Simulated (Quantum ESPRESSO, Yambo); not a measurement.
**G0W0 results for SrClF**

```xyz
6
Lattice="4.1296 0.0000 0.0000 0.0000 4.1296 0.0000 0.0000 0.0000 6.9766" Properties=species:S:1:pos:R:3 pbc="T T T"
F      2.0648     2.0648     0.0000
F      0.0000     0.0000     0.0000
Cl     2.0648     0.0000     4.4992
Cl     0.0000     2.0648     2.4774
Sr     0.0000     2.0648     5.5778
Sr     2.0648     0.0000     1.3988
```

The geometry is that of Materials Project entry mp-22957, symmetrised and not relaxed again.

Starting point: norm-conserving LDA (Quantum ESPRESSO, 84 Ry, scalar-relativistic). G0W0 in Yambo: 4×4×2 Γ-centred k mesh, 131 bands and a 6 Ry block in the screening, 131 bands in G with the Bruneval-Gonze terminator, plasmon pole fitted at 27.2 eV.

* **LDA gap along the band path**: 5.64 eV
* **LDA gap between the mesh's edge points (Γ → Γ)**: 5.64 eV
* **G0W0 gap between the same points**: 8.80 eV

```json
[
 {"k point": "Γ", "band": "VB", "E LDA (eV)": "0.00", "E QP (eV)": "-1.73", "shift (eV)": "-1.73", "Z": "0.82"},
 {"k point": "Γ", "band": "CB", "E LDA (eV)": "5.64", "E QP (eV)": "7.06", "shift (eV)": "1.42", "Z": "0.87"},
 {"k point": "Z", "band": "VB", "E LDA (eV)": "-0.05", "E QP (eV)": "-1.78", "shift (eV)": "-1.72", "Z": "0.83"},
 {"k point": "Z", "band": "CB", "E LDA (eV)": "6.42", "E QP (eV)": "8.04", "shift (eV)": "1.62", "Z": "0.87"},
 {"k point": "X", "band": "VB", "E LDA (eV)": "-0.30", "E QP (eV)": "-2.06", "shift (eV)": "-1.76", "Z": "0.82"},
 {"k point": "X", "band": "CB", "E LDA (eV)": "6.85", "E QP (eV)": "8.37", "shift (eV)": "1.52", "Z": "0.86"},
 {"k point": "R", "band": "VB", "E LDA (eV)": "-0.17", "E QP (eV)": "-1.91", "shift (eV)": "-1.74", "Z": "0.82"},
 {"k point": "R", "band": "CB", "E LDA (eV)": "6.97", "E QP (eV)": "8.44", "shift (eV)": "1.48", "Z": "0.86"},
 {"k point": "M", "band": "VB", "E LDA (eV)": "-0.36", "E QP (eV)": "-2.10", "shift (eV)": "-1.74", "Z": "0.82"},
 {"k point": "M", "band": "CB", "E LDA (eV)": "7.59", "E QP (eV)": "9.34", "shift (eV)": "1.75", "Z": "0.86"},
 {"k point": "A", "band": "VB", "E LDA (eV)": "-0.44", "E QP (eV)": "-2.20", "shift (eV)": "-1.76", "Z": "0.83"},
 {"k point": "A", "band": "CB", "E LDA (eV)": "8.13", "E QP (eV)": "9.87", "shift (eV)": "1.74", "Z": "0.86"}
]
```

Energies count from the LDA valence-band maximum.

Nearest settings tried, and what they do to the gap: 88 bands in W, 88 bands in G: +69 meV; 5 Ry block (153 vectors against 191): -41 meV. Not varied: mesh. So the settings aren't converged at that level.
